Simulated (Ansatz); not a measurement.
In:
```cif
data_In4
_chemical_formula_sum 'In4'
_space_group_name_H-M_alt 'P63/mmc'
_space_group_IT_number 194
_space_group_name_Hall '-P 6c 2c'
_cell_length_a 3.27389
_cell_length_b 3.27389
_cell_length_c 11.03617
_cell_angle_alpha 90.000
_cell_angle_beta 90.000
_cell_angle_gamma 120.000
loop_
_atom_site_label
_atom_site_type_symbol
_atom_site_symmetry_multiplicity
_atom_site_Wyckoff_symbol
_atom_site_fract_x
_atom_site_fract_y
_atom_site_fract_z
_atom_site_occupancy
In1 In 2 a 0.00000 0.00000 0.00000 1
In2 In 2 c 0.33333 0.66667 0.25000 1
```

Relaxed with PBEsol.

Question: Which orbitals make up the states near the Fermi level in PBEsol (plane waves, PAW; program Ansatz)?

Answer: Within 0.5 eV of the Fermi level: In 5p 68 %, In 5s 30 %. Projections are on Löwdin-orthogonalised atomic valence shells; empty p or d shells of many metals are not among them.

Question: Tabulate the density of states.

Answer: States/eV per cell of 4 atoms, in 0.25 eV bins, energy from the Fermi level.

| E (eV) | total | In 5p | In 5s | In 4d |
|---|---|---|---|---|
| -7.85 | 0.81 | 0.43 | 0.37 | 0.00 |
| -7.60 | 0.86 | 0.47 | 0.39 | 0.01 |
| -7.35 | 0.91 | 0.50 | 0.40 | 0.01 |
| -7.10 | 0.96 | 0.53 | 0.42 | 0.01 |
| -6.85 | 1.01 | 0.56 | 0.44 | 0.01 |
| -6.60 | 1.05 | 0.58 | 0.46 | 0.01 |
| -6.35 | 1.10 | 0.61 | 0.48 | 0.01 |
| -6.10 | 1.14 | 0.63 | 0.50 | 0.01 |
| -5.85 | 1.19 | 0.64 | 0.53 | 0.01 |
| -5.60 | 1.23 | 0.66 | 0.56 | 0.01 |
| -5.35 | 1.28 | 0.67 | 0.60 | 0.01 |
| -5.10 | 1.35 | 0.68 | 0.65 | 0.02 |
| -4.85 | 1.50 | 0.71 | 0.76 | 0.02 |
| -4.60 | 1.55 | 0.70 | 0.83 | 0.02 |
| -4.35 | 1.54 | 0.68 | 0.83 | 0.02 |
| -4.10 | 1.35 | 0.59 | 0.74 | 0.02 |
| -3.85 | 1.34 | 0.59 | 0.73 | 0.01 |
| -3.60 | 1.47 | 0.64 | 0.81 | 0.02 |
| -3.35 | 1.43 | 0.64 | 0.76 | 0.01 |
| -3.10 | 1.52 | 0.69 | 0.80 | 0.01 |
| -2.85 | 1.55 | 0.68 | 0.84 | 0.01 |
| -2.60 | 1.65 | 0.75 | 0.88 | 0.01 |
| -2.35 | 1.53 | 0.76 | 0.75 | 0.01 |
| -2.10 | 1.28 | 0.78 | 0.48 | 0.01 |
| -1.85 | 1.32 | 0.91 | 0.39 | 0.01 |
| -1.60 | 1.59 | 1.18 | 0.38 | 0.01 |
| -1.35 | 1.68 | 1.25 | 0.39 | 0.01 |
| -1.10 | 1.77 | 1.27 | 0.47 | 0.01 |
| -0.85 | 1.80 | 1.25 | 0.52 | 0.01 |
| -0.60 | 2.04 | 1.42 | 0.59 | 0.01 |
| -0.35 | 2.09 | 1.43 | 0.61 | 0.01 |
| -0.10 | 1.70 | 1.13 | 0.53 | 0.01 |
| 0.15 | 1.58 | 1.04 | 0.50 | 0.01 |
| 0.40 | 1.85 | 1.26 | 0.54 | 0.01 |
| 0.65 | 2.16 | 1.51 | 0.58 | 0.01 |
| 0.90 | 2.03 | 1.45 | 0.52 | 0.01 |
| 1.15 | 1.82 | 1.30 | 0.46 | 0.01 |
| 1.40 | 2.05 | 1.48 | 0.50 | 0.01 |
| 1.65 | 2.04 | 1.49 | 0.48 | 0.01 |
| 1.90 | 2.09 | 1.55 | 0.46 | 0.01 |
| 2.15 | 2.02 | 1.50 | 0.43 | 0.01 |
| 2.40 | 2.14 | 1.60 | 0.43 | 0.01 |
| 2.65 | 2.15 | 1.63 | 0.41 | 0.01 |
| 2.90 | 2.19 | 1.67 | 0.39 | 0.01 |
| 3.15 | 2.43 | 1.88 | 0.40 | 0.01 |

Space group P6_3/mmc (dhcp (α-La type)). The first step of the workflow began from a Materials Project structure, measured or hypothetical; the Crystallography Open Database copy checked does not list it. It is not the phase usual at ambient conditions (space group No. 139). The cell was relaxed with PBEsol under the symmetry of its start; its stability against distortions is not shown here. Spin–orbit coupling is left out wherever it is not named.

Potentials: the later of the program's two PAW sets.
